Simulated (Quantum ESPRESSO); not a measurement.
# Where does Ge sit best among Si sites?

The results below are calculated, not measured. They come from pw.x of Quantum ESPRESSO 7.5, a plane-wave density functional program, with PseudoDojo standard norm-conserving files (v0.5 for PBE, v0.4.1 for LDA and PBEsol). The cells are made up: elements, strain and atom displacements were drawn at random, and nothing was relaxed. There is no spin polarisation, spin-orbit coupling or dispersion term.

The cell has 16 sites of a zincblende or diamond lattice (two cubes along c). Sites 1 to 8 hold X X X Si Si X Si Si; sites 9 to 16 hold Si Si Si Si As Al Si Si. Cell vectors in Å: (5.287, 0.006, -0.069); (0.006, 5.441, 0.022); (-0.137, 0.045, 10.860). Settings: PBE, cutoff 1143 eV, 6 x 6 x 4 k mesh shifted by half a step, Fermi-Dirac smearing of 0.1 eV.

In each run one of the sites marked X holds Ge and the others hold Si; cell and positions stay the same. E is the free energy of the cell.

| site of the guest | first shell | mean distance (Å) | E above the lowest (eV) | P (GPa) | force on the guest (eV/Å) |
| --- | --- | --- | --- | --- | --- |
| 1 | AlSi3 | 2.386 | 0.000 | 9.44 | 0.611 |
| 2 | Si4 | 2.407 | 0.022 | 9.49 | 0.978 |
| 3 | Si4 | 2.253 | 0.350 | 9.68 | 1.453 |
| 6 | AlAsSi2 | 2.379 | 0.052 | 9.55 | 1.389 |

A rerun of one of these cells at 1437 eV and k mesh 8 x 8 x 6 moved values by no more than 0.002 eV in the cell's energy, 0.02 GPa in stress and 0.003 eV/Å in force.

## Reading the table

Site 1 is lowest, by 0.022 eV, over three times the rerun's bound. The first shells differ, so neighbours and distances change together and cannot be told apart here. The positions are random and not relaxed, so the differences hold for this frozen cell and are not site preferences of a real crystal.